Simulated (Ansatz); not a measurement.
Relaxed TiAl (CuAu type, space group P4/mmm):

```yaml
crystal:
  lattice:
    - [5.64852, 0.00000, 0.00000]
    - [0.00000, 2.82426, 0.00000]
    - [0.00000, 0.00000, 4.07079]
  atoms:
    - { symbol: Al, position: [0.25000, 0.50000, 0.50000] }
    - { symbol: Al, position: [0.75000, 0.50000, 0.50000] }
    - { symbol: Ti, position: [0.00000, 0.00000, 0.00000] }
    - { symbol: Ti, position: [0.50000, 0.00000, 0.00000] }
```

The atoms are displaced by Q × the pattern below (from a DFPT mode at X = (0.5, 0.0, 0.0), largest move 1; Q in Å), at fixed cell. (q is in reciprocal vectors of the primitive cell; the cell shown is doubled to hold the pattern.)

```csv
atom,x,y,z
Al1,0.000,0.000,1.000
Al2,0.000,0.000,-1.000
```

Atoms not listed stay in place.

The numbers are results of PBE (plane waves to 420 eV, PAW, scalar-relativistic; Ansatz, a program for electronic structure), not measurements. k mesh 8×16×12 (Γ-centred), Fermi-Dirac smearing 0.05 eV. The energy includes the smearing's −TS. With partly filled bands, energies and forces of such displacements shift with the k mesh and the smearing. TiAl is run without spin polarisation. TiAl was relaxed with its symmetry unable to fall. ΔE is measured from the undisplaced structure. The last digit holds for this mesh only.

```
Q (Å)   ΔE (meV/cell)
------  -------------
-0.180          269.9
-0.150          187.4
-0.120       withheld
-0.090           67.5
-0.060           30.0
-0.030            7.5
0.000             0.0
0.030             7.5
0.060            30.0
0.090            67.5
0.120        withheld
0.150           187.4
0.180           269.9
```

Problem. Fit an even polynomial form (powers 2, 4) to the given rows and predict ΔE at Q = 0.120.

Solution. Least squares on the 11 given rows: ΔE = (8330)·Q² + (-17.75)·Q⁴, in meV/cell with Q in Å; root-mean-square residual 0.02 meV/cell. At 0.120 the fit gives 119.9 meV/cell; the calculation gives 120.0 meV/cell, so the interpolation is off by -0.1 (-0.1 %). The quadratic term alone would give 120.0 meV/cell.

(A displaced cell: forces are minus the slopes of the energy, force constants its curvatures, and phonons follow from these.)
